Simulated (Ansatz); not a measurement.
Al$_{2}$Ru:
```
Al2Ru
1.0
    0.00000     3.98780     4.38491
    2.35067     0.00000     4.38491
    2.35067     3.98780     0.00000
Al Ru
4 2
Cartesian
  1.17534   0.62952   2.19246
  1.17534   3.35828   2.19246
  2.35067   1.36438   4.38491
  2.35067   6.61122   4.38491
  3.52601   5.98169   6.57737
  2.35067   3.98780   4.38491
```

PBEsol in the plane-wave PAW code Ansatz gives a gap of 0.08 eV without spin–orbit coupling, maximum at Γ, minimum on the Γ–Σ0 line, 79 % of the way from Γ.

Q: What happens when spin–orbit coupling is switched on?

A: The gap drops by 0.01 eV, to 0.07 eV; maximum at Γ, minimum on the Γ–Σ0 line, 78 % of the way from Γ.

Q: Give the electron effective mass with spin–orbit coupling.

A: 0.92, 1.8, 1.9 mₑ (principal values).

Q: Give the hole effective mass with spin–orbit coupling.

A: 0.12, 0.29, 0.50 mₑ (principal values).

Space group Fddd. The workflow started from a Materials Project entry (that database holds measured and hypothetical structures alike); the Crystallography Open Database copy checked does not list it. With Al and Ru taken as one species the cell has the higher symmetry Fddd, so it may be an ordered model of a mixed-site phase. Whether it is the stable phase at ambient conditions was not checked. The cell was relaxed with PBEsol under the symmetry of its start; phonons on a q-mesh show no instability. No spin polarisation was allowed.

Potentials: the later of the program's two PAW sets.
